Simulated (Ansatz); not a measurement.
**PtSe2: from a starting cell to a relaxed one**

The start is a generated trial cell of PtSe2 in the baddeleyite structure type. The structure is fully relaxed (lattice and positions, P = 0) with r2SCAN (plane waves to 500 eV, PAW, scalar-relativistic; Ansatz, an electronic-structure program). First-step values are on the input's coarse k-mesh.

Ansatz input (later rounds restart from its end on a renewed k-mesh):
Ansatz 0.2 input:
```yaml
crystal:
  lattice:
    - [6.439548, 0, 0]
    - [0, 6.515939, 0]
    - [-1.066341, 0, 6.562017]
  atoms:
    - { symbol: Pt, position: [0.2754, 0.0395, 0.2083] }
    - { symbol: Pt, position: [0.7246, 0.5395, 0.2917] }
    - { symbol: Pt, position: [0.7246, 0.9605, 0.7917] }
    - { symbol: Pt, position: [0.2754, 0.4605, 0.7083] }
    - { symbol: Se, position: [0.07, 0.3317, 0.3447] }
    - { symbol: Se, position: [0.93, 0.8317, 0.1553] }
    - { symbol: Se, position: [0.93, 0.6683, 0.6553] }
    - { symbol: Se, position: [0.07, 0.1683, 0.8447] }
    - { symbol: Se, position: [0.4496, 0.7569, 0.4792] }
    - { symbol: Se, position: [0.5504, 0.2569, 0.0208] }
    - { symbol: Se, position: [0.5504, 0.2431, 0.5208] }
    - { symbol: Se, position: [0.4496, 0.7431, 0.9792] }
basis: { ecutwfc: 500, ecutrho_ratio: 4, xc_grid: 4, fft_grid_basis: typed }
kpoints: { mp_grid: { grid: [3, 3, 3] } }
hamiltonian:
  xc: r2scan
  dispersion: none
  pseudopotentials: { kind: paw }
scf: { occupations: { method: fermi_dirac, width: 0.05 } }
relax: { f_tol: 0.01, max_steps: 100, cell: { stress_tol: 0.02 } }
output: { forces: true, stress: true }
```

- Initial pressure = -8 GPa (negative: the cell is under tension)
- Outcome = The space group goes from P2₁/c (No. 14) to Pnnm (No. 58); the end is AFLOW prototype AB2_oP6_58_a_g (as in Fe2C), with 6 atoms in the primitive cell
- Volume change = -8.4 %, from 22.95 to 21.01 Å³/atom
- Band gap at the end = zero (metallic)
- Optimiser moves = 28

It ends as:

```cif
data_Pt2Se4
_chemical_formula_sum 'Pt2 Se4'
_space_group_name_H-M_alt 'Pnnm'
_space_group_IT_number 58
_space_group_name_Hall '-P 2 2n'
_cell_length_a 5.53552
_cell_length_b 5.90567
_cell_length_c 3.85635
_cell_angle_alpha 90.000
_cell_angle_beta 90.000
_cell_angle_gamma 90.000
loop_
_atom_site_label
_atom_site_type_symbol
_atom_site_symmetry_multiplicity
_atom_site_Wyckoff_symbol
_atom_site_fract_x
_atom_site_fract_y
_atom_site_fract_z
_atom_site_occupancy
Pt1 Pt 2 b 0.00000 0.00000 0.50000 1
Se1 Se 4 g 0.26267 0.12631 0.00000 1
```

Final values are on a 7×7×10 k-mesh of the relaxed cell. No spin polarisation in the result.

The run could not lose the symmetry of its start: the end is stationary, and may be a saddle point rather than a minimum.

The relaxed structure here is a generated cell of PtSe2: the first start was made by placing the elements on the sites of a structure type, and the end was not matched to a known phase here, so it may be hypothetical. Known forms of PtSe2 include space group No. 164.
